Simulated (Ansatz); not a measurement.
Al:
```
CELL_PARAMETERS angstrom
      0.00000     1.99601     1.99601
      1.99601     0.00000     1.99601
      1.99601     1.99601     0.00000
ATOMIC_POSITIONS crystal
  Al 0.00000 0.00000 0.00000
```

Relaxed with r²SCAN. Special points in fractions of this cell's reciprocal vectors: Γ (0.000, 0.000, 0.000); X (0.500, 0.000, 0.500); U (0.625, 0.250, 0.625); K (0.375, 0.375, 0.750); L (0.500, 0.500, 0.500); W (0.500, 0.250, 0.750).

Problem. List the band energies nearest the Fermi level at these points for the program Ansatz at the r²SCAN level (PAW).

Solution. In eV from the Fermi level; about four levels below and three above (degenerate sets whole), none deeper than 8.9 eV; … stands for higher levels left out; points with the same levels are listed once.

```tsv
k	below	above
Γ	–	…
X	-3.26 -1.67	5.47 …
U	-2.13 -1.61 -0.20	…
L	-5.16 -4.58	…
W	-1.00 -1.00 -0.04	…
```

Space group Fm-3m (fcc (Cu type)). The r²SCAN relaxation kept the symmetry of its start.

Potentials: the later of the program's two PAW sets.
